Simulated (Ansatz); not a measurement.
# WC-type GdN

Method: PBEsol, scalar-relativistic; collinear spin; PAW, 420 eV, Γ-centred 10×10×10 mesh, 0.05 eV Gaussian smearing; code Ansatz. The datasets are Ansatz's generated set soft_2.

```xyz
2
Lattice="3.3530 0.0000 0.0000 -1.6765 2.9038 0.0000 0.0000 0.0000 3.0495" Properties=species:S:1:pos:R:3 pbc="T T T"
Gd    0.0000    0.0000    0.0000
N     1.6765    0.9679    1.5248
```

This is a trial structure; measured cells of the compound in the Crystallography Open Database are in space group Fm-3m (rock salt).

Magnetic state: ferromagnetic, site spin moments Gd 6.83 μB.

The cell above was scaled in volume, and shape and atoms were relaxed at each volume within its symmetry. Energies are counted from the cell above.

Cell and atoms are those of this level's equilibrium.

```
V (Å³/atom)  ΔE (meV/atom)  P (GPa)  largest moment (μB)
      14.25           11.4      6.4                 6.82
      14.55            2.8      3.0                 6.83
      14.85            0.0      0.0                 6.83
      15.14            2.6     -2.7                 6.84
      15.44           10.0     -5.2                 6.85
```

Task: What do the points give for the equilibrium volume, the bulk modulus and its pressure derivative (third-order Birch–Murnaghan)?

Result: V0 = 14.85 Å³/atom, B0 = 144 GPa, B0′ = 4.1.

B0·V0 = 144.3 GPa × 14.85 Å³ = 13.37 eV/atom sets the scale: near the minimum ΔE ≈ ½ B0 V0 x², with x = V/V0 − 1, and a pressure of 1.4 GPa squeezes the volume by about 1 %. At the ends of the curve: x = −4.0 % predicts 10.7 meV/atom and the run gives 11.4; x = +4.0 % predicts 10.7 meV/atom and the run gives 10.0. The lopsidedness is anharmonic: atoms resist being pushed together more than being pulled apart.

Exchange splits the half-filled 4f shell away from the Fermi level; the metal comes from a small overlap of other bands, which can be the functional's gap error. No spin–orbit coupling, a notable omission for heavy elements. The run wasn't fully tested for a lower electronic state. Site moments are of spin, integrated over atomic spheres. A displaced or strained copy of the relaxed cell lay 1.6 meV/atom lower, so the structure isn't a true minimum at this level, unless the mesh, which matters in a metal, makes it so. Only parallel moments were tried, so the real magnetic order may be another.
